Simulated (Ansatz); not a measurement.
A geometry of Au away from equilibrium: the start of the relaxation of a generated cell, Au placed in the AFLOW prototype A_tI4_139_e (as in Si). These are PBEsol (plane waves to 420 eV, PAW, scalar-relativistic; Ansatz, a program for electronic structure) values and carry that method's errors. Γ-centred k-mesh 14×14×14 on the run's cell (coarser than for final values), Fermi–Dirac smearing 0.05 eV.

```xyz
2
Lattice="-1.6351 1.6351 3.1756 1.6351 -1.6351 3.1756 1.6351 1.6351 -3.1756" Properties=species:S:1:pos:R:3 pbc="T T T"
Au     0.0000     0.0000     5.2016
Au     0.0000     0.0000     1.1496
```

Predict the force on each atom, in eV/Å.


| atom | Fx | Fy | Fz |
|---|---|---|---|
| Au1 | 0.00 | 0.00 | -2.54 |
| Au2 | 0.00 | 0.00 | 2.54 |

What is the pressure?

+61.0 GPa, compression positive.

How far above the relaxed end point is this geometry?

1.10 eV/atom; the path ends in Pm-3m (No. 221) (simple cubic type).

No spin polarisation in the result.

The run could not lose the symmetry of its start: the end is stationary, and may be a saddle point rather than a minimum.

The end of the path is a generated cell of Au: the first start was made by placing the elements on the sites of a structure type, and the end was not matched to a known phase here, so it may be hypothetical. Known forms of Au include space group No. 225.
